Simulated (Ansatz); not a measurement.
input.yaml (Ansatz)

```yaml
crystal:
  lattice:
    - [3.3163055326, 0.0, 0.0]
    - [-1.6581527663, 2.872004838, 0.0]
    - [0.0, 0.0, 5.3936927047]
  atoms:
    - { symbol: In, position: [0.3333333333, 0.6666666667, 0.25] }
    - { symbol: In, position: [0.6666666667, 0.3333333333, 0.75] }
hamiltonian:
  xc: pbesol
  pseudopotentials:
    kind: paw
    azcp:
      In: "pseudopotentials/In.paw.azcp"
basis:
  ecutwfc: 420
  fft_grid_basis: typed
kpoints:
  mp_grid: { grid: [18, 18, 10], shift: [0, 0, 0] }
magnetization:
  spin_polarized: false
scf:
  occupations: { method: fermi_dirac, width: 0.1 }
```

and its output:

```
Warning: the record states the generating functional pbe (its physics header spells it `PBE`), which answers neither for hamiltonian.xc's functional nor for the pbesol family's — results may be inconsistent (PPs are generated against a specific XC)
Engine: ansatz 0.2.0, aarch64-unknown-linux-gnu
Pseudopotentials: kind: paw
Pseudopotential: In, paw, valence charge 13, recommended cutoff 420 eV (normal) 
Functional definition: PBEsol
  exchange = pbesol_x
  correlation = pbesol_c
Crystal: 2 atoms, lattice volume = 51.372 Å³
Basis set: ecut = 420 eV, 1003 PW (Γ)
Bands: 17, of which v1, the nominal top of the filled ones, is band 13 counted from 1 (12 counted from 0)
Symmetry: 24 space group operations
Space group: P63/mmc (ITA 194), of the structure as read, at distance tolerance 3.7e-5 Å
k-points: 222 of 3240
Non-local potential: In, projectors of the file, l = 0: 2, l = 1: 2, l = 2: 2, l = 3: 2
PAW form: soft (Blöchl's): semilocal exchange-correlation on the pseudo side does not see the compensation charge
PAW frozen core: In, regenerated for the run's functional, and the local potential with it (the file was generated under x = pbe(κ = 0.804, μ = 0.2195149727645171), c = pbe(β = 0.06672455060314922))
PAW one-centre angular grid: In, 590 points (default); XC on 64 Gauss nodes
Initial density: superposition of atomic densities (neutral atoms: chi_scale 0, normalization atom), corrected by the library's trained network
Initial wavefunctions: pseudopotential atomic-orbital guess
Functional: x = pbesol(κ = 0.804, μ = 0.12345679012345678), c = pbesol(β = 0.046)
SCF iter   1: F=—  HF=-11050.816699 eV  |F-HF|=—  |Δ(HF+E_count)|=         —  Δρ=3.21e-3  dr2=4.83e-3  ethr=1.77e-3  ⟨swp⟩=5.6  Hψ=18540  notcnv=0
SCF iter   2: F=—  HF=-11050.812720 eV  |F-HF|=—  |Δ(HF+E_count)|=   3.98e-3  Δρ=1.41e-3  dr2=1.13e-3  ethr=1.86e-5  ⟨swp⟩=2.1  Hψ=8252  notcnv=0
SCF iter   3: F=—  HF=-11050.812265 eV  |F-HF|=—  |Δ(HF+E_count)|=   4.55e-4  Δρ=4.08e-4  dr2=6.00e-5  ethr=4.34e-6  ⟨swp⟩=2.0  Hψ=6457  notcnv=0  defer=1
SCF iter   4: F=—  HF=-11050.812263 eV  |F-HF|=—  |Δ(HF+E_count)|=   2.51e-6  Δρ=2.80e-4  dr2=3.14e-5  ethr=2.31e-7  ⟨swp⟩=2.0  Hψ=6610  notcnv=0  defer=1
SCF iter   5: F=—  HF=-11050.812247 eV  |F-HF|=—  |Δ(HF+E_count)|=   1.61e-5  Δρ=1.92e-5  dr2=2.27e-7  ethr=1.21e-7  ⟨swp⟩=2.2  Hψ=6513  notcnv=0  defer=1
SCF iter   6: F=-11050.812247 eV  HF=-11050.812247 eV  |F-HF|=2.28e-9  |Δ(HF+E_count)|=   4.43e-8  Δρ=4.01e-6  dr2=7.55e-9  ethr=3.85e-10  ⟨swp⟩=2.8  Hψ=8081  notcnv=0
SCF 1 converged in 6 iterations: F = -11050.812247 eV  dr2 = 7.55e-9
SCF converged after 6 iterations
Free energy (F): -11050.812247 eV
Harris-Foulkes:  -11050.812247 eV  (|F-HF|=2.28e-9)
Internal energy: -11050.780973 eV  (E = F + TS)
E sigma→0 (E₀):  -11050.796610 eV
Entropy (-TS):   -0.031274 eV (-15.637 meV/atom)
Fermi energy:    10.366249 eV
--- Per-component energies (eV) ---
  E_band       = -43.285411
  E_kinetic    = 483.600584
  E_local      = -2129.359801  (includes V_loc(G=0)·N_el)
  E_nonlocal   = 734.738230
  E_hartree    = 832.918474
  E_xc         = -428.521237
  E_vxc        = -201.358023  (∫ρ·V_xc dr)
  E_paw        = -8162.526346  (= ΣΔE_a)
  E_vpaw       = -596.741188  (= ΣTr[D̂ρ^β])
  E_aug_tail   = 0.000050  (compensation charges beyond the density's cutoff)
  E_ewald      = -2382.102732
  E_core_change = 0.471805  (= ΣΔE_core)
  E_smearing   = -0.031274  (= −TS)
  E_closure    = -0.000000  (closes the sum)
  Σ components = -11050.812247   (vs F -11050.812247, Δ=0.00e0)
```
